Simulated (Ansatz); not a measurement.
Computed properties of K$_{2}$MgH$_{4}$

K2MgH4:
```cif
data_H4K2Mg
_chemical_formula_sum 'K2 Mg1 H4'
_space_group_name_H-M_alt 'P 1'
_space_group_IT_number 1
_cell_length_a 7.33745
_cell_length_b 7.33745
_cell_length_c 7.33745
_cell_angle_alpha 148.288
_cell_angle_beta 148.288
_cell_angle_gamma 45.460
loop_
_space_group_symop_operation_xyz
  'x, y, z'
loop_
_atom_site_label
_atom_site_type_symbol
_atom_site_fract_x
_atom_site_fract_y
_atom_site_fract_z
_atom_site_occupancy
K1 K 0.64405 0.64405 0.00000 1
K2 K 0.35595 0.35595 0.00000 1
Mg1 Mg 0.00000 0.00000 0.00000 1
H1 H 0.00000 0.50000 0.50000 1
H2 H 0.50000 0.00000 0.50000 1
H3 H 0.85216 0.85216 0.00000 1
H4 H 0.14784 0.14784 0.00000 1
```

Space group I4/mmm (No. 139); conventional cell a = b = 4.0095 Å, c = 13.5352 Å, α = β = γ = 90.00°.

Method: the program Ansatz at the r²SCAN level (PAW). The cell and atoms are relaxed at this level. Other levels are named where they apply.

**Cell and energy**

| Quantity | Result |
|---|---|
| Volume per atom | 15.54 Å³ |
| Density | 1.63 g/cm³ |
| Formation energy from the elements (no fitted shifts) | -0.35 eV/atom |

**Electronic structure**

| Property | Value |
|---|---|
| Band gap | 4.03 eV (indirect) |
| Valence-band maximum | at Γ |
| Conduction-band minimum | on the Γ–X line, 57 % of the way from Γ (4 equivalent valleys) |
| Smallest direct gap on the standard path | 4.39 eV |
| Electron effective mass | 0.39, 0.50, 0.54 mₑ (principal values) |
| Weight of the conduction-edge state by species (Voronoi cells) | H 55 %, K 31 %, Mg 14 % |
| Hole effective mass | 0.70, 0.70, 27 mₑ (principal values) |
| Weight of the valence-edge state by species (Voronoi cells) | H 92 %, Mg 4 %, K 4 % |
| HSE06 gap on the r²SCAN cell | 4.51 eV |

**Mechanics**

| Item | Result |
|---|---|
| Bulk modulus (Birch–Murnaghan fit) | 23.8 GPa |
| Pressure derivative B′ | 4.9 |

**Charges**

| Quantity | Value |
|---|---|
| Bader charges | K +0.79, Mg +1.65, H -0.82 to -0.79 e |

The workflow started from a Materials Project entry (that database holds measured and hypothetical structures alike); the Crystallography Open Database files this formula in space group No. 139, but the cells were not matched. Whether it is the stable phase at ambient conditions was not checked. The r²SCAN relaxation kept the symmetry of its start; its stability against distortions is not shown here. The references are the lowest solids computed at this level, not always the standard phases (solids in place of the gases).

Potentials: the later of the program's two PAW sets.
